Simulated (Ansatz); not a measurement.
The elements of this relaxed trial crystal are hidden behind letters.

```
lattice vectors (Å)
   6.6695    0.0000    0.0000
   0.0000    6.6695    0.0000
   0.0000    0.0000    4.7219
fractional positions
X 0.5000 0.5000 0.5000
X 0.5000 0.0000 0.5000
X 0.0000 0.5000 0.5000
Z 0.2468 0.2468 0.0000
Z 0.2468 0.7532 0.0000
Z 0.7532 0.2468 0.0000
Z 0.7532 0.7532 0.0000
```

These are results of DFT PBE, scalar-relativistic, plane waves, PAW in Ansatz, not measurements. Plane waves to 420 eV, a 6×6×8 mesh through Γ for the 7-atom cell and 0.10 eV Gaussian smearing; no spin polarisation.

| Property | Result |
| --- | --- |
| Space group | P4/mmm (No. 123) |
| Conventional cell | a = 6.670 Å, c = 4.722 Å |
| Volume per atom | 30.01 Å³ |
| Density | 4.58 g/cm³ |
| Formation energy | −0.55 eV/atom |
| Gap on the 6×6×8 mesh of the 7-atom cell | 0 eV (a metal) |

Energies are uncorrected and count from the elements' standard states at the same level.

Question: X is an s-block element of period 3 and Z is a p-block element of period 5. Which elements are they?

Answer: X = Na, Z = Te, so the formula is Na3Te4. Density times volume gives a mean mass of 4.58 × 30.01/1.6605 = 82.8 u per atom, and this set has 82.8 u. Na on a site of symmetry 4/mmm has 4 Na at 3.33 Å and 8 Te at 3.36 Å; Na on a site of symmetry mmm is surrounded by 2 Na at 3.33 Å and 8 Te at 3.34 Å; around Te lie 4 Te at 3.29–3.38 Å and 6 Na at 3.34–3.36 Å. Other sets within the hints have nearly the same mass, so mass alone doesn't settle it; this one was computed.

Spin–orbit coupling, which can matter for Te, is left out. An odd number of electrons in the primitive cell allows no gap without spin; a larger cell or a magnetic state could open one. The cell is a metal run without spin; a magnetic state may lie lower. Symmetry constrained the relaxation, so the result can be a saddle point.
